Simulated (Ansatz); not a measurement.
### Question
Each is relaxed and computed with the program Ansatz at the PBE level (PAW). Which is the only metal?
A) SiSe2, anatase
B) SiC, Pnma (Si on 4c, C on 4c)
C) SiW3, Fm-3m (Si on 4a, W on 4b, W on 8c)
D) WSe2, P6_3/mmc (W on 2c, Se on 4f)

### Answer
C, SiW3, Fm-3m (Si on 4a, W on 4b, W on 8c). SiW3: metal; SiSe2: gap 0.31 eV (indirect); WSe2: gap 1.47 eV (indirect); SiC: gap 2.54 eV (indirect). Constructed cells (a structure type filled with these elements, in neither database checked): SiW3, Fm-3m (Si on 4a, W on 4b, W on 8c); SiSe2, anatase. Typed or built starts, not in the databases checked: SiC, Pnma (Si on 4c, C on 4c). Not the usual ambient phase: SiC, Pnma (Si on 4c, C on 4c). Relaxed far from the usual cell of the phase: WSe2, P6_3/mmc (W on 2c, Se on 4f). Weakly bound layers, chains or molecules computed without a dispersion correction, so cells and soft constants are ill determined: WSe2, P6_3/mmc (W on 2c, Se on 4f). All cells were relaxed under the symmetry of their starts (and spin orders); stability against distortions was not tested throughout. Rows with no word on spin ran without spin polarisation. Scalar-relativistic: spin–orbit coupling is off unless named, which matters more the heavier the elements.

Potentials: the later of the program's two PAW sets.
